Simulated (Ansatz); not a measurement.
In DFT-r²SCAN in the program Ansatz with PAW potentials, MgCu3H in the anti-perovskite structure (Pm-3m) relaxes to a = 3.796 Å. Mg has 12 nearest neighbours from 2.68 Å (cuboctahedral); H has 6 nearest neighbours from 1.90 Å (octahedral). Its formation energy from the elements is 82 meV/atom, with no fitted shifts.

Electronic character: metallic (no gap).

An equation-of-state fit gives a bulk modulus of 1140 kbar. The relaxed-ion elastic constants in GPa are C11 = 142, C12 = 100, C44 = 70.4. The elastic constants imply a Debye temperature near 387 K. Bader charges are Mg +1.58, Cu -0.44, H -0.25 e.

The start of the workflow was typed in or built on a structure type; neither database checked (COD, Materials Project) lists it. Whether it is the stable phase at ambient conditions was not checked. The r²SCAN relaxation kept the symmetry of its start; its stability against distortions is not shown here. The run is not spin-polarised. As this level gives no gap, shear constants depend on the k-mesh and smearing (Fermi–Dirac, 0.1 eV here). The references are the lowest solids computed at this level, not always the standard phases (solids in place of the gases).

Potentials: the earlier of the program's two PAW sets.
